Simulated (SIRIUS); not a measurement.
Consider a self-consistent single point of SiMo3 (Pm-3n, 8 atoms in the cell; from Materials Project mp-1275, changed as shown).

```
CELL_PARAMETERS angstrom
      4.90979     0.00000     0.00000
      0.00000     4.90979     0.00000
      0.00000     0.00000     4.90979
ATOMIC_POSITIONS crystal
  Si 0.50000 0.50000 0.50000
  Si 0.00000 0.00000 0.00000
  Mo 0.00000 0.50000 0.25000
  Mo 0.00000 0.50000 0.75000
  Mo 0.25000 0.00000 0.50000
  Mo 0.75000 0.00000 0.50000
  Mo 0.50000 0.25000 0.00000
  Mo 0.50000 0.75000 0.00000
```

Level of theory: PBEsol, GBRV PBEsol ultrasoft pseudopotentials (plane waves; SIRIUS).

SIRIUS settings:

```
key                                                                      value
--------------------------------------  --------------------------------------
parameters.ngridk                                                        8 8 8
parameters.xc_functionals                 [XC_GGA_X_PBE_SOL, XC_GGA_C_PBE_SOL]
parameters.gk_cutoff                                              6.325 1/bohr
parameters.pw_cutoff                                             14.143 1/bohr
parameters.smearing                                                fermi_dirac
parameters.smearing_width                                        0.00183747 Ha
potentials                              GBRV PBEsol ultrasoft pseudopotentials
parameters.electronic_structure_method                         pseudopotential
parameters.num_bands                                                        55
parameters.num_mag_dims                                                      0
parameters.num_dft_iter                                                    100
parameters.energy_tol                                                 1e-07 Ha
parameters.density_tol                                                   1e-06
mixer.type                                                            anderson
mixer.beta                                                                 0.7
mixer.use_hartree                                                        false
```

Results:

- Number of valence electrons = 92
- Number of bands = 55
- Number of k-points after the program's reduction = 35
- Number of plane waves (most at a k-point) = 3448
- Number of SCF iterations = 32
- FFT grid = 45 × 45 × 45
- Free energy E − TS = -11637.9229 eV
- Fermi level (on the code's own zero) = 19.54 eV
- Pressure = -7.93 GPa

Stress (GPa, positive for compression):
```
-7.93   0.00   0.00
 0.00  -7.93   0.00
 0.00   0.00  -7.93
```

For comparison: a first run was changed to give this one (lattice scaled by 0.98), and from it to this one the free energy drops by 82.5 meV/atom and the pressure goes from -20.29 to -7.93 GPa.

The structure comes from a collection of computed structures, made at another level of theory; the collection holds predicted forms beside known ones. Its lattice was then scaled.

Cost on one core: very roughly 2.9 core-minutes.
